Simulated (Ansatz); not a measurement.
A relaxation computed with Ansatz, from input to last step.

```yaml
crystal:
  lattice:
    - [3.012892732, 0.0, 0.0]
    - [-1.506446366, 2.6092416447, 0.0]
    - [0.0, 0.0, 4.8099071972]
  atoms:
    - { symbol: Ti, position: [0.6666666667, 0.3333333333, 0.2613206515] }
    - { symbol: Ti, position: [0.3333333333, 0.6666666667, 0.7386793485] }
    - { symbol: O, position: [0.0, 0.0, 0.0] }
basis:
  ecutwfc: 420
kpoints:
  mp_grid: { grid: [18, 18, 10] }
hamiltonian:
  xc: pbesol
scf:
  occupations: { method: gaussian, width: 0.1 }
output:
  forces: true
  stress: true
  eigenvalues: true
relax:
  adjacent_minimum: "off"
  f_tol: 0.01
  max_steps: 30
  cell: { stress_tol: 0.1, fix: [volume] }
```

```bash
ansatz run input.yaml --threads 1 --pin off --max-ram 2560MiB --backend cpu --events-out ev --progress --plain --runs-dir out
```

Method: Ansatz, DFT PBEsol, scalar-relativistic, plane waves, PAW.

The volume is held at 1.06 times that of the relaxed cell.

Of 4 frames 3 are shown, positions in Å and forces in eV/Å; the SCF threshold varies from step to step. Steps run on the plane waves of an earlier cell, with a Pulay correction in the pressure. The basis is chosen afresh for the last frame, the zero of the energies, and at times for earlier ones too; energy and pressure step there, also at an unchanged geometry.

```xyz
3
Lattice="3.0129 0.0000 0.0000 -1.5064 2.6092 0.0000 0.0000 0.0000 4.8099" Properties=species:S:1:pos:R:3:forces:R:3 pbc="T T T" step=1 free_energy_over_end_meV_per_atom=0.17 pressure_GPa=-10.25
Ti    1.5064    0.8697    1.2569    0.0000    0.0000   -0.0730
Ti    0.0000    1.7395    3.5530    0.0000    0.0000    0.0730
O     0.0000    0.0000    0.0000    0.0000    0.0000    0.0000
3
Lattice="3.0120 0.0000 0.0000 -1.5060 2.6085 0.0000 0.0000 0.0000 4.8128" Properties=species:S:1:pos:R:3:forces:R:3 pbc="T T T" step=2 free_energy_over_end_meV_per_atom=0.06 pressure_GPa=-10.16
Ti    1.5060    0.8695    1.2536    0.0000    0.0000   -0.0184
Ti    0.0000    1.7390    3.5592    0.0000    0.0000    0.0184
O     0.0000    0.0000    0.0000    0.0000    0.0000    0.0000
3
Lattice="3.0150 0.0000 0.0000 -1.5075 2.6111 0.0000 0.0000 0.0000 4.8032" Properties=species:S:1:pos:R:3:forces:R:3 pbc="T T T" step=4 free_energy_over_end_meV_per_atom=0.00 pressure_GPa=-10.10
Ti    1.5075    0.8704    1.2481    0.0000    0.0000   -0.0003
Ti    0.0000    1.7407    3.5551    0.0000    0.0000    0.0003
O     0.0000    0.0000    0.0000    0.0000    0.0000    0.0000
```

Time: 39 s on 1 thread of AMD EPYC 7R13 Processor (Zen 3) (shared host), peak memory 0.56 GiB.

Spin polarisation was left out, and a magnetic state may lie lower.